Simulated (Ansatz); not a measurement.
Mg:
```
CELL_PARAMETERS angstrom
      3.14662     0.00000     0.00000
     -1.57331     2.72505     0.00000
      0.00000     0.00000     5.03801
ATOMIC_POSITIONS crystal
  Mg 0.33333 0.66667 0.25000
  Mg 0.66667 0.33333 0.75000
```

Relaxed with LDA. Special points in fractions of this cell's reciprocal vectors: Γ (0.000, 0.000, 0.000); M (0.500, 0.000, 0.000); K (0.333, 0.333, 0.000); A (0.000, 0.000, 0.500); L (0.500, 0.000, 0.500); H (0.333, 0.333, 0.500).

Task: List the band energies nearest the Fermi level at these points for DFT-LDA in the program Ansatz with PAW potentials.

Result: In eV from the Fermi level; about four levels below and three above (degenerate sets whole), none deeper than 8.9 eV; … stands for higher levels left out; points with the same levels are listed once.

```csv
k,below,above
Γ,-7.18 -1.66 -1.14,11.09 11.09 11.22 11.22
M,-2.25 -2.24,2.76 3.12 3.50
K,-0.69 -0.67 -0.67,4.26 4.26 4.55
A,-5.70 -5.70,5.41 5.41 …
L,-1.15 -1.15 -0.47 -0.47,8.20 8.20 …
H,–,0.17 0.17 0.67 0.67
```

Space group P6_3/mmc (hcp (Mg type)). The LDA relaxation kept the symmetry of its start.

Potentials: the earlier of the program's two PAW sets. The files were generated under PBE; for other functionals the program regenerates the frozen cores, and for LDA and PBEsol the local potential too.
